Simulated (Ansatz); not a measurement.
Values for one crystal, relaxed and computed with DFT-r²SCAN+D4 in the program Ansatz with PAW potentials; other levels are named.

| Quantity | Value |
|---|---|
| Volume per atom | 26.93 Å³ |
| Electronic character | metallic (no gap) |
| Pressure derivative B′ | 9.3 |
| Gap with spin–orbit coupling | none (metallic) |
| Bulk modulus (Birch–Murnaghan fit) | 32.4 GPa |
| Formation energy from the elements (no fitted shifts) | -0.55 eV/atom |
| Density of states at the Fermi level | 0.38 states/eV per atom (mean over ±0.08 eV) |

Question: Which compound is it?
A. AgTiS2, P-3m1 (S on 2d, Ti on 1a, Ag on 1b)
B. NbTe2, C2/m (Pearson symbol mS18)
C. CuTiS2, P-3m1 (S on 2d, Ti on 1a, Cu on 1b)
D. SrTiS2, P-3m1 (S on 2d, Ti on 1a, Sr on 1b)

Answer: B, NbTe2, C2/m (Pearson symbol mS18)

The workflow started from a Materials Project entry (that database holds measured and hypothetical structures alike); the Crystallography Open Database files this formula in space group No. 12, but the cells were not matched. Whether it is the stable phase at ambient conditions was not checked. Symmetry was held in the r²SCAN+D4 relaxation; whether a distortion lowers the energy is not shown. The run is not spin-polarised. With an odd number of electrons in the cell and no spin polarisation, the count alone makes it a metal. The references are the lowest solids computed at this level, not always the standard phases. Scalar-relativistic: spin–orbit coupling is off unless named, which matters more the heavier the elements.

Potentials: the later of the program's two PAW sets.
